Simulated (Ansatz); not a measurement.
**Cu: from a starting cell to a relaxed one**

The start is a randomly generated symmetric cell of Cu (space group No. 20). The structure is fully relaxed (lattice and positions, P = 0) with r2SCAN (plane waves to 500 eV, PAW, scalar-relativistic; Ansatz, a quantum-chemistry and plane-wave program). The first steps use a coarse 10×10×8 k-mesh.

Input geometry:
```
Cu
1.0
    1.74704    -3.50631     0.00000
    1.74704     3.50631     0.00000
    0.00000     0.00000     3.94999
Cu
4
Direct
  0.04419   0.29821   0.98295
  0.95581   0.70179   0.48295
  0.70179   0.95581   0.51705
  0.29821   0.04419   0.01705
```

### Question
What symmetry does the relaxed structure have?

### Answer
The space group goes from C222₁ (No. 20) to Fmmm (No. 69), with 2 atoms in the primitive cell.

### Question
By how much does the energy per atom fall from start to end?

### Answer
About 1.4 eV/atom.

### Question
How do the shortest distances between atoms change?

### Answer
The closest pairs of elements (up to four, under 3.6 Å), start → end: Cu–Cu 1.79 → 2.39 Å.

### Question
Is the relaxed structure metallic? Give its gap.

### Answer
Zero (metallic).

### Question
Write out the relaxed structure.

### Answer

Space group Fmmm (No. 69); a = 2.534 Å, b = 4.218 Å, c = 9.019 Å, α = 90.00°, β = 90.00°, γ = 90.00°

| atom | site | symmetry | x | y | z |
|---|---|---|---|---|---|
| Cu | 8i | mm2 | 0.0000 | 0.0000 | 0.1324 |
(The calculation used a cell of 2 atoms; values per cell refer to that cell.)

Final values are on a 22×22×22 k-mesh of the relaxed cell. The start holds a very short contact (Cu–Cu 1.79 Å). No spin polarisation in the result.

The run could not lose the symmetry of its start: the end is stationary, and may be a saddle point rather than a minimum.

The relaxed structure here is a generated cell of Cu: the first start was made by a random draw of sites in a space group, and the end was not matched to a known phase here, so it may be hypothetical. Known forms of Cu include space group No. 225.
